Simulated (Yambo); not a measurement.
```
BaPdS2
1.0
    3.41710    -5.39773     0.00000
    3.41710     5.39773     0.00000
    0.00000     0.00000     5.65901
S Pd Ba
4 2 2
Direct
  0.14116   0.32980   0.75000
  0.85884   0.67020   0.25000
  0.32980   0.14116   0.25000
  0.67020   0.85884   0.75000
  0.00000   0.00000   0.50000
  0.00000   0.00000   0.00000
  0.65145   0.34855   0.75000
  0.34855   0.65145   0.25000
```

BaPdS2 (space group Cmcm, No. 63): mean Im ε in 1 eV windows above the direct gap of 0.79 eV, for different electron-hole kernels (Yambo, broadening 0.15 eV, PBEsol (pw.x of Quantum ESPRESSO, ONCV potentials, scalar-relativistic) bands; 4×4×4 mesh, 16 valence and 8 conduction bands, static screening with 117 bands and a 3 Ry block, scissor 0.54 eV, Tamm-Dancoff; field along x).

| window (eV) | independent quasiparticles | RPA (no attraction) | BSE |
|---|---|---|---|
| 0.8 to 1.8 | 0.9 | 0.5 | 1.0 |
| 1.8 to 2.8 | 7.4 | 3.3 | 5.0 |
| 2.8 to 3.8 | 5.9 | 3.3 | 3.8 |
| 3.8 to 4.8 | 4.3 | 3.6 | 5.3 |

This run doesn't resolve bound excitons or single peaks, so only averages are given, and they too depend on the mesh; weight that the attraction moves below the gap isn't listed. All transitions below 5.08 eV are in the band window. The scissor comes from a G0W0 run whose convergence isn't established.

Spin-orbit splittings are left out.

Geometry of the Materials Project entry, not relaxed at this level.

The structure is a Materials Project entry; no match was found in the copy of COD used, and its stability was not checked.
